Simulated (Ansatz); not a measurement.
Relaxed-ion elastic tensor of Cu3N in space group Fm-3m (No. 225; N on 4a, Cu on 4b, Cu on 8c) in GPa (Voigt order), the program Ansatz at the PBEsol level (PAW); density 8.27 g/cm³, 10.28 Å³ per atom.

```
     1    2    3      4      5      6
-  ---  ---  ---  -----  -----  -----
1  143  186  186    0.0    0.0    0.0
2  186  143  186    0.0    0.0    0.0
3  186  186  143    0.0    0.0    0.0
4  0.0  0.0  0.0  -73.6    0.0    0.0
5  0.0  0.0  0.0    0.0  -73.6    0.0
6  0.0  0.0  0.0    0.0    0.0  -73.6
```

Q: Is the crystal mechanically stable?

A: No: the smallest eigenvalue of C is -73.6 GPa.

The cell is a constructed one: a structure type filled with these elements; neither database checked (COD, Materials Project) lists it. COD files the formula under space group No. 221. Whether it is the stable phase at ambient conditions was not checked. The cell was relaxed with PBEsol under the symmetry of its start. At this level the phase is dynamically unstable (imaginary phonons). The run is not spin-polarised. As this level gives no gap, shear constants depend on the k-mesh and smearing (Fermi–Dirac, 0.1 eV here).

Potentials: the earlier of the program's two PAW sets. The files were generated under PBE; for other functionals the program regenerates the frozen cores, and for LDA and PBEsol the local potential too.
